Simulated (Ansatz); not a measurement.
One crystal and one scan (energy over volume and axial ratio) at two levels, PBE (plane waves to 420 eV, PAW, scalar-relativistic; Ansatz, an electronic-structure program) and r2SCAN (plane waves to 500 eV, PAW, scalar-relativistic; Ansatz), each from its own relaxed cell and on its own mesh. The cell shown is that of PBE.

MgH2 (rutile)

```
CELL_PARAMETERS angstrom
      4.51729     0.00000     0.00000
      0.00000     4.51729     0.00000
      0.00000     0.00000     3.01286
ATOMIC_POSITIONS crystal
  Mg 0.00000 0.00000 0.00000
  Mg 0.50000 0.50000 0.50000
  H  0.30441 0.30441 0.00000
  H  0.80441 0.19559 0.50000
  H  0.19559 0.80441 0.50000
  H  0.69559 0.69559 0.00000
```

Two coordinates are scanned: the volume, and the ratio of the stretch along z (the conventional c axis) to the stretch across it. Atoms keep their fractional coordinates.

The energy includes the smearing's −TS. MgH2 was relaxed with its symmetry unable to fall. As the atoms are clamped, bonds stretch with the cell, which overstates energies and stresses. Percentages come from the unrounded values.

| quantity | PBE | r2SCAN | PBE − r2SCAN |
|---|---|---|---|
| Lattice constant a (Å) | 4.517 | 4.484 | +0.033 (+0.7 %) |
| Lattice constant c (Å) | 3.013 | 2.997 | +0.016 (+0.5 %) |
| Relaxed volume (Å³/atom) | 10.25 | 10.04 | +0.21 (+2.0 %) |
| Band gap of the relaxed cell, no spin-orbit coupling (eV) | 3.73 | 4.38 | -0.65 (-15 %) |
| Modulus against c/a change at fixed volume, (3/4V)·∂²E/∂(ln c/a)² (fit, atoms clamped) (GPa) | 43 | 48 | -5 (-11 %) |

PBE gives the higher value for: lattice constant a; lattice constant c; relaxed volume. PBE gives the lower value for: band gap of the relaxed cell, no spin-orbit coupling; modulus against c/a change at fixed volume. Neither level is exact: the differences show how much the result hangs on the functional.

(A scan under strain: stresses follow from slopes of the energy per volume, elastic moduli from its curvatures.)
